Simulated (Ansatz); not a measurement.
Theory: Ansatz, DFT PBE, scalar-relativistic, plane waves, PAW. All cells share a 420 eV cutoff and Γ-centred k meshes spaced at most about 0.3 Å⁻¹ (about 0.25 or finer for metals, 2π included). No spin polarisation in the final relaxations.

All energies are static (0 K, no zero-point motion).

Compare these two cells of MgSi2N2, each relaxed at this level.

A.

Space group Immm (No. 71). a = 2.637 Å, b = 5.704 Å, c = 8.592 Å, α = 90.00°, β = 90.00°, γ = 90.00°
```
atom  site  symmetry       x       y       z
  Mg    2a       mmm  0.0000  0.0000  0.0000
  Si    4j       mm2  0.0000  0.5000  0.1345
   N    4h       m2m  0.5000  0.7040  0.0000
```

B.

Space group Cmmm (No. 65). a = 3.346 Å, b = 8.126 Å, c = 5.428 Å, α = 90.00°, β = 90.00°, γ = 90.00°
```tsv
atom	site	symmetry	x	y	z
Mg	2c	mmm	0.5000	0.0000	0.5000
Si	4i	m2m	0.5000	0.3501	0.0000
N	4k	mm2	0.0000	0.0000	0.2401
```

Problem. Which is lower in energy, and by how much?

Solution. B is lower, by 0.72 eV/atom. A has space group Immm (No. 71), 12.9 Å³/atom and a gap of 0.05 eV on its mesh; B has space group Cmmm (No. 65), 14.8 Å³/atom and no gap. Counting N atoms around Mg and Si (those within 1.25 times the shortest such distance or 1.15 times the sum of covalent radii), A has Mg 4, Si 4 and B has Mg 4, Si 2. A holds Si–Si pairs (shortest 2.31 Å); B holds Si–Si nets (shortest 2.33 Å). Both come from invented guesses.

Weakly bound directions are ill-defined at this level, which has no dispersion term (Immm), and this can change margins and order among such cells. Cells relaxed within their symmetry can be saddle points.
